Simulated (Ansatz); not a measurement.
CsCl:
```yaml
crystal:
  lattice:
    - [4.06859, 0.00000, 0.00000]
    - [0.00000, 4.06859, 0.00000]
    - [0.00000, 0.00000, 4.06859]
  atoms:
    - { symbol: Cs, position: [0.00000, 0.00000, 0.00000] }
    - { symbol: Cl, position: [0.50000, 0.50000, 0.50000] }
```

Relaxed with plane-wave PAW PBEsol (Ansatz code). Indices refer to the conventional cell of Pm-3m, a = b = c = 4.069 Å, α = β = γ = 90.00°.

Simulate the powder diffraction pattern (Ag Kα, λ = 0.560885 Å; lines above 1 %) up to 2θ = 30°.

Simulated powder pattern, Ag Kα, λ = 0.560885 Å (kinematic, ideal powder, no thermal factors, no anomalous dispersion; the 30 strongest lines at most, above 1 %, up to 2θ = 30°):

| 2θ (°) | d (Å) | I/Imax (%) | hkl |
|---|---|---|---|
| 7.90 | 4.069 | 35 | (100) |
| 11.19 | 2.877 | 100 | (110) |
| 13.71 | 2.349 | 13 | (111) |
| 15.85 | 2.034 | 19 | (200) |
| 17.73 | 1.820 | 20 | (210) |
| 19.44 | 1.661 | 43 | (211) |
| 22.48 | 1.438 | 14 | (220) |
| 23.87 | 1.356 | 10 | (221)+(300) |
| 25.18 | 1.287 | 20 | (310) |
| 26.43 | 1.227 | 6.2 | (311) |
| 27.63 | 1.175 | 4.9 | (222) |
| 28.78 | 1.128 | 4.7 | (320) |
| 29.89 | 1.087 | 23 | (321) |

The PBEsol relaxation kept the symmetry of its start. Spin–orbit coupling is left out wherever it is not named.

Potentials: the earlier of the program's two PAW sets. The files were generated under PBE; for other functionals the program regenerates the frozen cores, and for LDA and PBEsol the local potential too.
